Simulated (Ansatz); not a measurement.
**Perturbing Ba3TaGa3Si2O14**

Base: a COD entry whose atoms were relaxed with PBE, the cell held.

```xyz
23
Lattice="8.5150 0.0000 0.0000 -4.2575 7.3742 0.0000 0.0000 0.0000 5.1920" Properties=species:S:1:pos:R:3 pbc="T T T"
Ba    3.6786    0.0000    0.0000
Ba   -1.8393    3.1857    0.0000
Ba    2.4182    4.1885    0.0000
Ta    0.0000    0.0000    0.0000
Ga    6.3490    0.0000    2.5960
Ga   -3.1745    5.4984    2.5960
Ga    1.0830    1.8758    2.5960
Si    0.0000    4.9161    2.4812
Si    4.2575    2.4581    2.7108
O     0.0000    4.9161    4.0845
O     4.2575    2.4581    1.1075
O     2.7638    2.1973    3.3833
O     5.2302    1.2949    3.3833
O     4.7785    3.8820    3.3833
O     0.5210    3.4922    1.8087
O    -1.4937    5.1769    1.8087
O     0.9727    6.0793    1.8087
O     1.4199    0.7651    1.1737
O     7.1425    0.8472    1.1737
O     4.2101    5.7620    1.1737
O    -0.0474    1.6122    4.0183
O    -2.8376    6.6091    4.0183
O     2.8850    6.5270    4.0183
```

Atoms are numbered from 1 in the order listed; like atoms form one site, named after its first atom.

All values are calculated (Ansatz; DFT, PBE, plane waves and PAW, scalar-relativistic, 420 eV cutoff, Γ-centred 3×3×4 k-points, Fermi–Dirac smearing 0.02 eV), not measured.

Question: Variant: atom 4 (Ta) moved by 0.05 Å along (0.050, 0.000, 0.000) Å. What happens to the gradients (10²¹ V/m²)?

Answer: 

```
site   atoms  V_zz base  η base  V_zz variant  η variant
 Ba1       1       6.57    0.97          6.56       0.98
 Ba2    2, 3       6.57    0.97          6.58       0.97
  Ta       4     -11.05    0.00        -11.34       0.03
 Ga5       5      -6.61    0.05         -6.96       0.00
 Ga6    6, 7      -6.61    0.05         -6.45       0.08
  Si    8, 9      -2.41    0.00         -2.41       0.04
 O10  10, 11       4.16    0.00          4.16       0.03
 O12  12, 16       7.32    0.37          7.31       0.37
 O13  13, 17       7.32    0.37          7.23       0.36
 O14  14, 15       7.32    0.37          7.41       0.37
 O18  18, 22       6.85    0.04          6.64       0.04
 O19  19, 23       6.85    0.04          6.96       0.07
 O20  20, 21       6.85    0.04          6.95       0.05
```

The largest change of V_zz is on Ga5, from -6.61 to -6.96. In per cent, |V_zz| changes by 0 on Ba, +3 on Ta, -3 to +5 on Ga, 0 on Si, -3 to +2 on O (all sites that start above 0.5). The number of symmetry-distinct sites goes from 7 to 13.

Without spin–orbit coupling the gradients at and beside Ta can be off by some per cent, at some sites by more. With these PAW files V_zz is typically within 2 to 3 % of all-electron values, but misses above 10 % occur on Ta.
For the variant: The atoms aren't relaxed after the move (largest force 1.4 eV/Å).
